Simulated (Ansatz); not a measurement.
A geometry of NiCl$_{2}$ away from equilibrium: step 2 of the relaxation of a relaxed NiCl2 cell, doubled along one cell vector, shaken by Gaussian noise of σ = 0.08 Å a coordinate. Level of theory: PBE (plane waves to 420 eV, PAW, scalar-relativistic; Ansatz, a first-principles code). Γ-centred k-mesh 8×4×10 on the run's cell (coarser than for final values), Fermi–Dirac smearing 0.05 eV.

```yaml
crystal:
  lattice:
    - [-1.55070, 1.52580, 6.96874]
    - [3.10210, -3.18885, 13.96797]
    - [1.54664, 1.59036, -6.98391]
  atoms:
    - { symbol: Ni, position: [0.99985, 0.99185, 0.99429] }
    - { symbol: Ni, position: [0.94959, 0.50028, 0.93881] }
    - { symbol: Cl, position: [0.43541, 0.18425, 0.01722] }
    - { symbol: Cl, position: [0.39426, 0.68128, 0.96391] }
    - { symbol: Cl, position: [0.61423, 0.29426, 0.00214] }
    - { symbol: Cl, position: [0.55569, 0.80639, 0.95011] }
```
Spin-polarised start, with parallel moments on Ni.

Question: Give the Cartesian forces on all atoms (eV/Å).

Answer: 
```json
[
 {"atom": "Ni1", "Fx": "-0.02", "Fy": "-0.04", "Fz": "-0.02"},
 {"atom": "Ni2", "Fx": "-0.13", "Fy": "-0.03", "Fz": "-0.11"},
 {"atom": "Cl3", "Fx": "-0.19", "Fy": "0.74", "Fz": "-0.29"},
 {"atom": "Cl4", "Fx": "0.07", "Fy": "-0.07", "Fz": "0.15"},
 {"atom": "Cl5", "Fx": "0.28", "Fy": "0.14", "Fz": "0.25"},
 {"atom": "Cl6", "Fx": "-0.02", "Fy": "-0.75", "Fz": "0.02"}
]
```

Question: What is the pressure?

Answer: 0.0 GPa, compression positive.

Question: How much energy per atom can still be gained by relaxing?

Answer: 0.45 eV/atom; the path ends in P1 (No. 1).

Spin state reached: ferromagnetic (net 0.67 μB/atom), from parallel starting moments; other spin orders were not run from this start. The d or f electrons are treated with no Hubbard U. Without a van der Waals term the distances between weakly bound units are poorly fixed.

The end of the path is a generated cell of NiCl2: the first start was made by placing the elements on the sites of a structure type, and the end was not matched to a known phase here, so it may be hypothetical.
